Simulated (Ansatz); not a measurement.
Nb:
```xyz
1
Lattice="-1.6512 1.6512 1.6512 1.6512 -1.6512 1.6512 1.6512 1.6512 -1.6512" Properties=species:S:1:pos:R:3 pbc="T T T"
Nb     0.0000     0.0000     0.0000
```

Relaxed with r²SCAN. Special points in fractions of this cell's reciprocal vectors: Γ (0.000, 0.000, 0.000); H (0.500, -0.500, 0.500); N (0.000, 0.000, 0.500); P (0.250, 0.250, 0.250).

Question: List the band energies nearest the Fermi level at these points for plane-wave PAW r²SCAN with spin–orbit coupling (Ansatz code).

Answer: In eV from the Fermi level; about four levels below and three above (degenerate sets whole), none deeper than 8.9 eV; points with the same levels are listed once.

| k | below | above |
|---|---|---|
| Γ | -6.26 -6.26 | 0.41 0.41 0.41 0.41 |
| H | -3.89 -3.89 -3.89 -3.89 | 5.82 5.82 5.82 5.82 |
| N | -3.90 -3.90 -1.71 -1.71 | 2.26 2.26 3.59 3.59 |
| P | -1.13 -1.13 -1.13 -1.13 | 4.46 4.46 4.46 4.46 |

Space group Im-3m (bcc (W type)). Symmetry was held in the r²SCAN relaxation. No spin polarisation was allowed.

Potentials: the earlier of the program's two PAW sets.
